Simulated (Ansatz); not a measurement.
An elastic tensor (GPa, Voigt order, standard axes) from the program Ansatz at the LDA level (PAW):

|  | 1 | 2 | 3 | 4 | 5 | 6 |
|---|---|---|---|---|---|---|
| 1 | 78.6 | 61.8 | 61.8 | 0.0 | 0.0 | 0.0 |
| 2 | 61.8 | 78.6 | 61.8 | 0.0 | 0.0 | 0.0 |
| 3 | 61.8 | 61.8 | 78.6 | 0.0 | 0.0 | 0.0 |
| 4 | 0.0 | 0.0 | 0.0 | 25.0 | 0.0 | 0.0 |
| 5 | 0.0 | 0.0 | 0.0 | 0.0 | 25.0 | 0.0 |
| 6 | 0.0 | 0.0 | 0.0 | 0.0 | 0.0 | 25.0 |

### Question
Which compound is it?
(A) HgS, zinc blende
(B) CdS, rock salt
(C) AgI, zinc blende
(D) K2S, anti-fluorite

### Answer
A, HgS, zinc blende

Space group F-43m (zinc blende). Symmetry was held in the LDA relaxation. As this level gives no gap, shear constants depend on the k-mesh and smearing (Fermi–Dirac, 0.1 eV here). Spin–orbit coupling is left out wherever it is not named.

Potentials: the later of the program's two PAW sets.
